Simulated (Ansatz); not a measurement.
# Stability checks on a candidate for PtS₂

It was relaxed at this level from a cell as deposited in COD.

Method: DFT PBE, scalar-relativistic, plane waves, PAW in Ansatz. The final run on the 3-atom cell used 420 eV, a Γ-centred 12×12×4 mesh, 0.02 eV smearing and no spin polarisation.

```
CELL_PARAMETERS angstrom
3.57652 0.00000 0.00000
-1.78826 3.09735 0.00000
0.00000 0.00000 6.49701
ATOMIC_POSITIONS crystal
Pt 0.00000 0.00000 0.00000
S 0.33333 0.66667 0.18895
S 0.66667 0.33333 0.81105
```

The zero of energy is the elements' standard structures at the same level; no fitted shifts are applied.

Question: These tests were run: energy against the elements; phonons on a 2×2×1 q mesh; elastic tensor. What do they show?

Answer:

| test | result |
| --- | --- |
| energy against the elements | −0.374 eV/atom |
| phonons on a 2×2×1 q mesh | no imaginary mode on the mesh |
| elastic tensor | least eigenvalue 0 GPa |

It fails none of these tests. Competing phases weren't compared here.

Weakly bound directions are ill-defined at this level, which has no dispersion term. Spin–orbit coupling, which can matter for Pt, is left out. The reference form of S is held partly by dispersion forces, which this level lacks. The run for the phonons used a 12×12×4 k mesh. The run for the elastic tensor used a 12×12×4 k mesh.
